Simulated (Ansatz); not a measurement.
Here is the system:

NiSb:
```cif
data_Ni4Sb4
_chemical_formula_sum 'Ni4 Sb4'
_space_group_name_H-M_alt 'P63/mmc'
_space_group_IT_number 194
_space_group_name_Hall '-P 6c 2c'
_cell_length_a 3.90829
_cell_length_b 3.90829
_cell_length_c 10.34275
_cell_angle_alpha 90.000
_cell_angle_beta 90.000
_cell_angle_gamma 120.000
loop_
_atom_site_label
_atom_site_type_symbol
_atom_site_symmetry_multiplicity
_atom_site_Wyckoff_symbol
_atom_site_fract_x
_atom_site_fract_y
_atom_site_fract_z
_atom_site_occupancy
Ni1 Ni 4 f 0.33333 0.66667 0.12667 1
Sb1 Sb 2 a 0.00000 0.00000 0.00000 1
Sb2 Sb 2 d 0.66667 0.33333 0.25000 1
```

This is the PBEsol-relaxed structure.

All from plane-wave PAW PBEsol (Ansatz code), unless another level is named. Predict the electronic character.

metallic (no gap).

Predict the formation energy from the elements (no fitted shifts).

-0.12 eV/atom.

Next, the density of states at the Fermi level?

0.58 states/eV per atom (mean over ±0.08 eV).

Space group P6_3/mmc. The cell is a constructed one: a structure type filled with these elements; the Crystallography Open Database files this formula in space group No. 194, but the cells were not matched. Whether it is the stable phase at ambient conditions was not checked. The cell was relaxed with PBEsol under the symmetry of its start; its stability against distortions is not shown here. The workflow began spin-polarised and lost its moments. The references are the lowest solids computed at this level, not always the standard phases. Scalar-relativistic: spin–orbit coupling is off unless named, which matters more the heavier the elements.

Potentials: the later of the program's two PAW sets.
